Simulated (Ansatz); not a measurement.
Relaxed-ion elastic tensor of TiB2 in space group P6/mmm (No. 191; Ti on 1a, B on 2d) in GPa (Voigt order), LDA in the plane-wave PAW code Ansatz; density 4.70 g/cm³, 8.18 Å³ per atom.

```
      1     2    3    4    5    6
-  ----  ----  ---  ---  ---  ---
1   706  74.6  118  0.0  0.0  0.0
2  74.6   706  118  0.0  0.0  0.0
3   118   118  498  0.0  0.0  0.0
4   0.0   0.0  0.0  289  0.0  0.0
5   0.0   0.0  0.0  0.0  289  0.0
6   0.0   0.0  0.0  0.0  0.0  316
```

Task: Is the crystal mechanically stable?

Result: Yes: the smallest eigenvalue of C is 289 GPa.

Task: Work out the Voigt, Reuss and Hill averages.

Result: K_V = 281, K_R = 277, K_H = 279; G_V = 285, G_R = 279, G_H = 282 GPa.

Task: Give Young's modulus, Poisson's ratio, Pugh's ratio and the universal anisotropy index.

Result: E = 9KG/(3K + G) = 633 GPa; ν = 0.12; K/G = 0.99 (brittle by the Pugh limit of 1.75); A_U = 5G_V/G_R + K_V/K_R − 6 = 0.13.

Task: Estimate the sound speeds and the Debye temperature.

Result: v_l = √((K + 4G/3)/ρ) = 11800 m/s, v_t = √(G/ρ) = 7740 m/s, mean 8480 m/s; Θ = (h/k)(3n/4πV)^(1/3) v_m = 1250 K.

Task: Solve the Christoffel equation for the three sound speeds along x, y, z.

Result: Eigenvalues of C_ijkl n_j n_l equal ρv². In km/s, slowest first: x 7.84, 8.19, 12.25; y 7.84, 8.19, 12.25; z 7.84, 7.84, 10.29.

Task: How much does each axis shrink under pressure?

Result: Linear compressibilities β_i = Σ_j S_ij (j = 1 to 3): x 1.1, y 1.1, z 1.5 per TPa.

The cell was relaxed with LDA under the symmetry of its start; phonons on a q-mesh show no instability. No spin polarisation was allowed. As this level gives no gap, shear constants depend on the k-mesh and smearing (Fermi–Dirac, 0.1 eV here).

Potentials: the later of the program's two PAW sets.
